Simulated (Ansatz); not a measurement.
Starting cell, WS2 (2H-MoS2 type, space group P6_3/mmc):

```xyz
6
Lattice="3.1540 0.0000 0.0000 -1.5770 2.7315 0.0000 0.0000 0.0000 12.1415" Properties=species:S:1:pos:R:3 pbc="T T T"
W      0.0000     1.8210     3.0354
W      1.5770     0.9105     9.1061
S      0.0000     1.8210     7.5314
S      1.5770     0.9105     1.4606
S      1.5770     0.9105     4.6101
S      0.0000     1.8210    10.6808
```

Two-dimensional scan of atom 5 (S, nearest neighbour W at 2.407 Å; its periodic images, 3.2 Å or more away, move with it): u runs along (0.707, 0.707, 0.000), v along (0.000, 0.000, 1.000) (Cartesian). Cell and other atoms are fixed.

Computed with PBE-D3(BJ) (plane waves to 420 eV, PAW, scalar-relativistic; Ansatz, a quantum-chemistry and plane-wave program). k mesh 10×10×3 (Γ-centred), Fermi-Dirac smearing 0.05 eV. E stands for the smeared free energy. Points where atoms come too close for the PAW data are left out (x in tables, blank in figures). As the smearing reaches across the gap at some points, energies and forces of such displacements shift with the k mesh and the smearing. Spin-orbit coupling is left out, though W is heavy. WS2 is run without spin polarisation. WS2 was relaxed with its symmetry unable to fall. The last digit holds for this mesh only.

Changes of ΔE (meV/cell) from the point u = 0.000 Å, v = 0.000 Å when one coordinate moves alone (two changes are said to add if the coupling is within 5 % of the smaller one, nearly so within 20 %):

| point | change |
|---|---|
| u = 0.000 Å, v = -0.395 Å | 1803.6 |
| u = -0.790 Å, v = 0.000 Å | 2115.2 |
| u = -0.395 Å, v = 0.000 Å | 701.4 |
| u = 0.395 Å, v = 0.000 Å | 896.0 |
| u = 0.000 Å, v = 0.395 Å | 1066.0 |
| u = 0.000 Å, v = 0.790 Å | 3039.9 |

### Question
Do the two effects add at u = -0.790 Å, v = 0.395 Å? Give the computed change.

### Answer
The sum of the single changes is 2115.2 + (1066.0) = 3181.2; the calculation gives 1908.6, so the coupling contributes -1272.6 (over 20 % of the smaller single change, not additive).

### Question
Do the two effects add at u = -0.395 Å, v = 0.790 Å? Give the computed change.

### Answer
The sum of the single changes is 701.4 + (3039.9) = 3741.3; the calculation gives 3103.5, so the coupling contributes -637.8 (over 20 % of the smaller single change, not additive).

### Question
Do the two effects add at u = -0.790 Å, v = 0.790 Å? Give the computed change.

### Answer
The sum of the single changes is 2115.2 + (3039.9) = 5155.1; the calculation gives 3257.8, so the coupling contributes -1897.3 (over 20 % of the smaller single change, not additive).

(For displaced atoms, the force is minus the slope of the energy, and its curvature is a force constant, which sets phonon frequencies.)
